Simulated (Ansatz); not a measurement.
Rocksalt PbTe, relaxed with r2SCAN, was run in the plane-wave code Ansatz under altered settings. All numbers are computed, without spin polarisation but where a row says otherwise.

```yaml
crystal:
  lattice:
    - [0.00000, 3.26784, 3.26784]
    - [3.26784, 0.00000, 3.26784]
    - [3.26784, 3.26784, 0.00000]
  atoms:
    - { symbol: Pb, position: [0.00000, 0.00000, 0.00000] }
    - { symbol: Te, position: [0.50000, 0.50000, 0.50000] }
```

The base run's other keys:
```yaml
kpoints:
  mp_grid: { grid: [4, 4, 4] }
hamiltonian:
  xc: hse06
scf:
  occupations: { method: fixed }
  n_extra_bands: 4
```

It takes 12 iterations with 1363 plane waves at 420 eV and 8 k points, and leaves a mean stress of -0.33 GPa. The gap over this mesh is 1.202 eV. It ran on 4 threads of Intel(R) Xeon(R) 6975P-C (Granite Rapids) (shared host).

Outcomes, with energy and stress as changes against the base:
```
                                      setting    outcome  ΔF (meV/atom)  Δ mean stress (GPa)  gap on the mesh (eV)  iterations  wall time
hamiltonian.xc: r2scan50 (cutoff then 500 eV)  converged              –                 -0.6                 2.955          16       12 s
     PBE hybrid, exx coeff 0.2, omega 0.3 1/Å  converged              –                 +0.3                 1.023          11      9.2 s
 PBE hybrid, exx coeff 0.05, omega 0.2078 1/Å  converged              –                 +0.7                 0.874           9      6.4 s
                    scf.exx.ecutfock_ratio: 4  converged            0.0                  0.0                 1.202          12      7.1 s
               scf.occupations: gaussian 0.05  converged            0.0                  0.0                 1.202          12        6 s
```
A dash marks a value that wasn't obtained or can't be compared. Stress is positive in compression. The base took 8.4 s.

- hamiltonian.xc: r2scan50. The cutoff follows the functional, from 420 to 500 eV. The mean stress moves by -0.6 GPa and the gap on the mesh by +1.753 eV (to 2.955). It's another functional on the same cell, so totals aren't comparable.
- PBE hybrid, exx coeff 0.2, omega 0.3 1/Å. That is 20 % exact exchange, screened with ω = 0.3 1/Å, against HSE06's 25 % screened at 0.208 1/Å. The mean stress moves by +0.3 GPa and the gap on the mesh by -0.179 eV (to 1.023). Totals of different functionals aren't comparable.
- PBE hybrid, exx coeff 0.05, omega 0.2078 1/Å. That is 5 % exact exchange, screened with ω = 0.2078 1/Å, against HSE06's 25 % screened at 0.208 1/Å. The mean stress moves by +0.7 GPa and the gap on the mesh by -0.328 eV (to 0.874). Totals of different functionals aren't comparable.

Within 1 meV an atom, 0.1 GPa and 0.005 eV of the base stay: scf.exx.ecutfock_ratio: 4; scf.occupations: gaussian 0.05.

Spin-orbit coupling is left out; in compounds of Pb, Bi, Tl or Hg it can lower a gap by up to about 1 eV, split its edges or invert the bands.

The program warns that its thresholds are loose for a hybrid's stress.

The meshes of the hybrids are coarse, so their gaps aren't converged to the digits shown.
